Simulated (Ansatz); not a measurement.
All numbers below come from DFT LDA, scalar-relativistic, plane waves, PAW in Ansatz.

Cutoff 420 eV; k points 9×9×9 on the computed 4-atom cell (Γ-centred); Gaussian smearing, width 0.02 eV; no spin polarisation.

```
CELL_PARAMETERS angstrom
1.82070 1.05118 4.84813
-1.82070 1.05118 4.84813
0.00000 -2.10236 4.84813
ATOMIC_POSITIONS crystal
Ge 0.00000 0.00000 0.00000
C 0.50000 0.50000 0.50000
N 0.43046 0.43046 0.43046
N 0.56954 0.56954 0.56954
```

**Question.** Is this geometry at equilibrium? Which atom feels the largest force?

**Answer.** It isn't. Atom 3 (N) feels (0.00, 0.00, -37.70) eV/Å, 37.704 eV/Å in size, and symmetry-related atoms feel the same size.

**Question.** Give all forces and the stress.

**Answer.**
```
atom Fx Fy Fz
 Ge1  0.000  0.000    0.000
  C2  0.000  0.000    0.000
  N3  0.000  0.000  -37.704
  N4  0.000  0.000   37.704
```
Stress (GPa, compression positive):
```
 -9.48   0.00   0.00
  0.00  -9.48   0.00
  0.00   0.00 203.73
```

 Some atoms are far too close here, so the PAW spheres overlap strongly and the numbers are rough.